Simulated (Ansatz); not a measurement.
**Electric field gradients in InGa₂N₃**

Level of theory: DFT PBEsol, scalar-relativistic, plane waves, PAW in Ansatz 0.2.0. Cutoff 420 eV, 6×6×6 k-points (Γ-centred), fixed occupations. No spin polarisation.

Equilibrium structure at this level:
```xyz
12
Lattice="4.9530 -2.8569 0.0000 4.9530 2.8569 0.0000 0.0000 0.0000 5.3356" Properties=species:S:1:pos:R:3 pbc="T T T"
In    4.9530    0.9986    5.2809
In    4.9530   -0.9986    2.6131
Ga    1.6884    0.9339    5.2963
Ga    8.2176    0.9339    5.2963
Ga    8.2176   -0.9339    2.6285
Ga    1.6884   -0.9339    2.6285
N     1.7837    0.8775    1.9152
N     8.1223    0.8775    1.9152
N     8.1223   -0.8775    4.5830
N     1.7837   -0.8775    4.5830
N     4.9530    1.0977    2.1079
N     4.9530   -1.0977    4.7757
```

Spin–orbit coupling is left out, which matters for gradients at heavy nuclei.

Give V_zz (10²¹ V/m²) and the asymmetry η at each distinct site.

Results:

```tsv
atom	V_zz	η
In (atom 1)	2.21	0.17
Ga (atom 3)	0.473	0.50
N (atom 7)	0.276	0.18
N (atom 11)	0.265	0.57
```

Whether InGa2N3 exists in this form wasn't checked.

Cost: 1 run of about 0.97 core-minutes, on AMD EPYC 9R45 (Zen 5) (shared hosts).